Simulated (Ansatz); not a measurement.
Te2Mo:
Space group P2₁/m (No. 11); a = 6.2864 Å, b = 3.4389 Å, c = 13.3786 Å, α = 90.00°, β = 93.58°, γ = 90.00°

```tsv
atom	site	symmetry	x	y	z
Te	2e	m	0.4417	0.2500	0.6526
Te	2e	m	0.5861	0.2500	0.1047
Te	2e	m	0.0936	0.7500	0.1530
Mo	2e	m	0.6796	0.2500	0.4932
Te	2e	m	0.0564	0.2500	0.3949
Mo	2e	m	0.1816	0.2500	0.0079
```

Relaxed at zero pressure with LDA in the plane-wave PAW code Ansatz.

Task: The volume is lowered by 6 % and shape and atoms relax at that volume. What pressure results, and how do the axes share the change?

Result: 3.7 GPa; a -0.9 %, b -1.0 %, c -4.1 %; the energy rises by 15 meV/atom.

Task: Give the new structure.

Result: 
Space group P2₁/m (No. 11); a = 6.2320 Å, b = 3.4044 Å, c = 12.8330 Å, α = γ = 90.00°, β = 94.74°

```tsv
atom	site	symmetry	x	y	z
Te	2e	m	0.4466	0.2500	0.6586
Te	2e	m	0.5909	0.2500	0.1086
Te	2e	m	0.0978	0.7500	0.1594
Mo	2e	m	0.6805	0.2500	0.4936
Te	2e	m	0.0504	0.2500	0.3910
Mo	2e	m	0.1829	0.2500	0.0085
```

The phase is kept; no other phase was compared at this pressure.

Space group P2_1/m. The workflow started from an entry of the Crystallography Open Database (COD), which files this formula under 2 space groups. It is not the phase usual at ambient conditions (space group No. 194). Symmetry was held in the LDA relaxation; its stability against distortions is not shown here. The run is not spin-polarised. A crystal of weakly bound layers computed without a dispersion correction: the cell and the soft elastic constants depend strongly on that. Scalar-relativistic: spin–orbit coupling is off unless named, which matters more the heavier the elements.

Potentials: the later of the program's two PAW sets.
